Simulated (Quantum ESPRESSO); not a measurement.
# Al3MgON3: one run as intended and one with a planted mistake

A calculation, not a measurement. The program is pw.x of Quantum ESPRESSO 7.5 (plane-wave density functional theory). The cell is made up: 8 atoms on a rocksalt lattice, with randomly drawn elements, strain and displacements, not relaxed. PseudoDojo standard norm-conserving files (v0.5 for PBE, v0.4.1 for LDA and PBEsol) set the functional; there is no spin polarisation, spin-orbit coupling or dispersion term, and the masses in the input are unused placeholders.

Intended input:

```
&control calculation='scf', pseudo_dir='./dojo.nc.sr.pbe.v0_5.standard.upf', outdir='./o', disk_io='low', tprnfor=.true., tstress=.true. /
&system ibrav=0, nat=8, ntyp=4, nbnd=26, ecutwfc=84.00895049, nosym=.true., tot_charge=0,
 occupations='smearing', smearing='fd', degauss=0.0018374661
/
&electrons conv_thr=7.350e-09, electron_maxstep=60, /
ATOMIC_SPECIES
Al 1.0 Al.upf
Mg 1.0 Mg.upf
N 1.0 N.upf
O 1.0 O.upf
CELL_PARAMETERS angstrom
4.0022 -0.0271 -0.0293
-0.0271 4.0033 0.0307
-0.0293 0.0307 4.0706
ATOMIC_POSITIONS angstrom
Al 0.0695 -0.0288 -0.0853
Mg 0.0163 2.022 2.0878
Al 1.9537 -0.0483 1.9711
Al 2.0077 2.0248 -0.019
O 1.9269 0.0145 -0.0764
N 1.9048 1.9642 2.0556
N 4.0061 -0.0402 2.0147
N 4.0209 1.9382 0.0111
K_POINTS automatic
4 4 4 1 1 1
```

The log is shortened where brackets say so; the opening notice, blank lines, dates and the lines on written files are dropped, and the path of the files is cut. It prints rydbergs, bohrs and kilobars, and counts compression as positive stress. Where no state is partly filled, the Fermi energy that it prints is only some level between the filled and the empty states on the mesh, and need not lie in the true gap.

Log of the intended run:

```
     Program PWSCF v.7.5
     Parallel version (MPI & OpenMP), running on       4 processor cores
     Number of MPI processes:                 4
     Threads/MPI process:                     1
     [start-up lines left out]
     bravais-lattice index     =            0
     lattice parameter (alat)  =       7.5634  a.u.
     unit-cell volume          =     440.0524 (a.u.)^3
     number of atoms/cell      =            8
     number of atomic types    =            4
     number of electrons       =        40.00
     number of Kohn-Sham states=           26
     kinetic-energy cutoff     =      84.0090  Ry
     charge density cutoff     =     336.0358  Ry
     scf convergence threshold =      7.3E-09
     mixing beta               =       0.7000
     number of iterations used =            8  plain     mixing
     Exchange-correlation= PBE
                           (   1   4   3   4   0   0   0)
     [axes and pseudopotential details left out]
   Cartesian axes
     site n.     atom                  positions (alat units)
         1        Al     tau(   1) = (   0.0173646  -0.0071957  -0.0213122  )
         2        Mg     tau(   2) = (   0.0040726   0.5051970   0.5216371  )
         3        Al     tau(   3) = (   0.4881322  -0.0120678   0.4924796  )
         4        Al     tau(   4) = (   0.5016242   0.5058966  -0.0047472  )
         5        O      tau(   5) = (   0.4814363   0.0036228  -0.0190886  )
         6        N      tau(   6) = (   0.4759146   0.4907557   0.5135920  )
         7        N      tau(   7) = (   1.0009247  -0.0100440   0.5033731  )
         8        N      tau(   8) = (   1.0046225   0.4842596   0.0027733  )
     number of k points=    32  Fermi-Dirac smearing, width (Ry)=  0.0018
                       cart. coord. in units 2pi/alat
        k(    1) = (   0.1267514   0.1248876   0.1228761), wk =   0.0625000
        k(    2) = (   0.1285385   0.1230144   0.3687145), wk =   0.0625000
     [further k points left out]
     Dense  grid:    45753 G-vectors     FFT dimensions: (  45,  45,  45)
     Estimated max dynamical RAM per process >      73.67 MB
     Estimated total dynamical RAM >     261.19 MB
     Initial potential from superposition of free atoms
     starting charge      39.9918, renormalised to      40.0000
     Starting wfcs are   33 randomized atomic wfcs
     total cpu time spent up to now is        0.9 secs
     per-process dynamical memory:    54.9 Mb
     Self-consistent Calculation
     iteration #  1     ecut=    84.01 Ry     beta= 0.70
     Davidson diagonalization with overlap
     ethr =  1.00E-02,  avg # of iterations =  5.5
     total cpu time spent up to now is        2.2 secs
     total energy              =    -227.75045938 Ry
     estimated scf accuracy    <       1.96115062 Ry
     iteration #  2     ecut=    84.01 Ry     beta= 0.70
     Davidson diagonalization with overlap
     ethr =  4.90E-03,  avg # of iterations =  2.2
     total cpu time spent up to now is        3.3 secs
     total energy              =    -228.35053945 Ry
     estimated scf accuracy    <       1.26458243 Ry
     [iterations 3 to 9 left out]
     iteration # 10     ecut=    84.01 Ry     beta= 0.70
     Davidson diagonalization with overlap
     ethr =  1.20E-09,  avg # of iterations =  2.1
     total cpu time spent up to now is       12.5 secs
     total energy              =    -228.57623920 Ry
     estimated scf accuracy    <          9.2E-09 Ry
     iteration # 11     ecut=    84.01 Ry     beta= 0.70
     Davidson diagonalization with overlap
     ethr =  2.31E-11,  avg # of iterations =  4.1
     total cpu time spent up to now is       13.7 secs
     End of self-consistent calculation
     [lines on levels left out]
     the Fermi energy is    14.0201 ev
!    total energy              =    -228.57623921 Ry
     estimated scf accuracy    <          1.4E-09 Ry
     smearing contrib. (-TS)   =       0.00000000 Ry
     internal energy E=F+TS    =    -228.57623921 Ry
     The total energy is F=E-TS. E is the sum of the following terms:
     one-electron contribution =     -82.93499761 Ry
     hartree contribution      =      65.90362489 Ry
     xc contribution           =     -50.50117081 Ry
     ewald contribution        =    -161.04369568 Ry
     convergence has been achieved in  11 iterations
     Forces acting on atoms (cartesian axes, Ry/au):
     atom    1 type  1   force =    -0.04511689    0.01443191    0.03167790
     atom    2 type  2   force =    -0.08085623   -0.03265360   -0.02712592
     atom    3 type  1   force =     0.02848313    0.02474851    0.00768341
     atom    4 type  1   force =     0.00711450   -0.03542151    0.01081786
     atom    5 type  4   force =     0.05389340   -0.02426497    0.02707704
     atom    6 type  3   force =     0.10426601    0.01992929   -0.01943548
     atom    7 type  3   force =    -0.03632766    0.01235571   -0.02327052
     atom    8 type  3   force =    -0.03145626    0.02087466   -0.00742430
     Total force =     0.184009     Total SCF correction =     0.000025
     Computing stress (Cartesian axis) and pressure
          total   stress  (Ry/bohr**3)                   (kbar)     P=      211.43
   0.00175770   0.00023514   0.00026987          258.57       34.59       39.70
   0.00023514   0.00142895  -0.00026426           34.59      210.21      -38.87
   0.00026987  -0.00026426   0.00112513           39.70      -38.87      165.51
     init_run     :      0.85s CPU      0.89s WALL (       1 calls)
     electrons    :     12.70s CPU     12.80s WALL (       1 calls)
     forces       :      0.22s CPU      0.23s WALL (       1 calls)
     stress       :      0.67s CPU      0.67s WALL (       1 calls)
     [timing details left out]
     PWSCF        :     14.51s CPU     14.67s WALL
     JOB DONE.
```

A second run has one planted mistake: two atoms have their elements exchanged. The input lines that differ, file-writing options aside:

```
- O 1.9269 0.0145 -0.0764
+ N 1.9269 0.0145 -0.0764
- N 4.0061 -0.0402 2.0147
+ O 4.0061 -0.0402 2.0147
```

Its log:

```
     Program PWSCF v.7.5
     Parallel version (MPI & OpenMP), running on       4 processor cores
     Number of MPI processes:                 4
     Threads/MPI process:                     1
     [start-up lines left out]
     bravais-lattice index     =            0
     lattice parameter (alat)  =       7.5634  a.u.
     unit-cell volume          =     440.0524 (a.u.)^3
     number of atoms/cell      =            8
     number of atomic types    =            4
     number of electrons       =        40.00
     number of Kohn-Sham states=           26
     kinetic-energy cutoff     =      84.0090  Ry
     charge density cutoff     =     336.0358  Ry
     scf convergence threshold =      7.3E-09
     mixing beta               =       0.7000
     number of iterations used =            8  plain     mixing
     Exchange-correlation= PBE
                           (   1   4   3   4   0   0   0)
     [axes and pseudopotential details left out]
   Cartesian axes
     site n.     atom                  positions (alat units)
         1        Al     tau(   1) = (   0.0173646  -0.0071957  -0.0213122  )
         2        Mg     tau(   2) = (   0.0040726   0.5051970   0.5216371  )
         3        Al     tau(   3) = (   0.4881322  -0.0120678   0.4924796  )
         4        Al     tau(   4) = (   0.5016242   0.5058966  -0.0047472  )
         5        N      tau(   5) = (   0.4814363   0.0036228  -0.0190886  )
         6        N      tau(   6) = (   0.4759146   0.4907557   0.5135920  )
         7        O      tau(   7) = (   1.0009247  -0.0100440   0.5033731  )
         8        N      tau(   8) = (   1.0046225   0.4842596   0.0027733  )
     number of k points=    32  Fermi-Dirac smearing, width (Ry)=  0.0018
                       cart. coord. in units 2pi/alat
        k(    1) = (   0.1267514   0.1248876   0.1228761), wk =   0.0625000
        k(    2) = (   0.1285385   0.1230144   0.3687145), wk =   0.0625000
     [further k points left out]
     Dense  grid:    45753 G-vectors     FFT dimensions: (  45,  45,  45)
     Estimated max dynamical RAM per process >      73.67 MB
     Estimated total dynamical RAM >     261.19 MB
     Initial potential from superposition of free atoms
     starting charge      39.9918, renormalised to      40.0000
     Starting wfcs are   33 randomized atomic wfcs
     total cpu time spent up to now is        1.0 secs
     per-process dynamical memory:    54.9 Mb
     Self-consistent Calculation
     iteration #  1     ecut=    84.01 Ry     beta= 0.70
     Davidson diagonalization with overlap
     ethr =  1.00E-02,  avg # of iterations =  5.0
     total cpu time spent up to now is        2.3 secs
     total energy              =    -227.88989566 Ry
     estimated scf accuracy    <       1.83793260 Ry
     iteration #  2     ecut=    84.01 Ry     beta= 0.70
     Davidson diagonalization with overlap
     ethr =  4.59E-03,  avg # of iterations =  2.1
     total cpu time spent up to now is        3.4 secs
     total energy              =    -228.46998542 Ry
     estimated scf accuracy    <       1.05895048 Ry
     [iterations 3 to 9 left out]
     iteration # 10     ecut=    84.01 Ry     beta= 0.70
     Davidson diagonalization with overlap
     ethr =  1.26E-09,  avg # of iterations =  2.0
     total cpu time spent up to now is       12.5 secs
     total energy              =    -228.65121827 Ry
     estimated scf accuracy    <          8.8E-09 Ry
     iteration # 11     ecut=    84.01 Ry     beta= 0.70
     Davidson diagonalization with overlap
     ethr =  2.20E-11,  avg # of iterations =  4.0
     total cpu time spent up to now is       13.7 secs
     End of self-consistent calculation
     [lines on levels left out]
     the Fermi energy is    13.9386 ev
!    total energy              =    -228.65121827 Ry
     estimated scf accuracy    <          3.8E-10 Ry
     smearing contrib. (-TS)   =       0.00000000 Ry
     internal energy E=F+TS    =    -228.65121827 Ry
     The total energy is F=E-TS. E is the sum of the following terms:
     one-electron contribution =     -85.25135137 Ry
     hartree contribution      =      66.84378424 Ry
     xc contribution           =     -50.51447828 Ry
     ewald contribution        =    -159.72917286 Ry
     convergence has been achieved in  11 iterations
     Forces acting on atoms (cartesian axes, Ry/au):
     atom    1 type  1   force =    -0.06261011    0.01438701    0.02629317
     atom    2 type  2   force =    -0.07916082   -0.02776110   -0.02635849
     atom    3 type  1   force =     0.01983032    0.02521213    0.00125018
     atom    4 type  1   force =     0.00353117   -0.03428143    0.01160071
     atom    5 type  3   force =     0.08183911   -0.02937011    0.02859570
     atom    6 type  3   force =     0.10251769    0.02181402   -0.02257703
     atom    7 type  4   force =    -0.02794615    0.00755217   -0.01076197
     atom    8 type  3   force =    -0.03800120    0.02244729   -0.00804227
     Total force =     0.194275     Total SCF correction =     0.000021
     Computing stress (Cartesian axis) and pressure
          total   stress  (Ry/bohr**3)                   (kbar)     P=      195.23
   0.00196148   0.00024661   0.00026907          288.54       36.28       39.58
   0.00024661   0.00075595  -0.00027487           36.28      111.20      -40.43
   0.00026907  -0.00027487   0.00126396           39.58      -40.43      185.94
     init_run     :      0.90s CPU      0.94s WALL (       1 calls)
     electrons    :     12.61s CPU     12.72s WALL (       1 calls)
     forces       :      0.20s CPU      0.21s WALL (       1 calls)
     stress       :      0.69s CPU      0.69s WALL (       1 calls)
     [timing details left out]
     PWSCF        :     14.48s CPU     14.66s WALL
     JOB DONE.
```

|  | intended run | run with the mistake |
| --- | --- | --- |
| free energy (eV) | -3109.938 | -3110.958 |
| smearing term -TS (eV) | 0.0000 | 0.0000 |
| pressure (GPa) | 21.14 | 19.52 |
| largest force component (eV/Å) | 2.681 | 2.636 |
| largest change of a force component (eV/Å) |  | 0.719 |
| iterations | 11 | 11 |

For scale, a rerun of the intended cell at 1437 eV and a 6 x 6 x 6 mesh moved values by no more than 0.004 eV in energy, 0.02 GPa in stress and 0.003 eV/Å in force.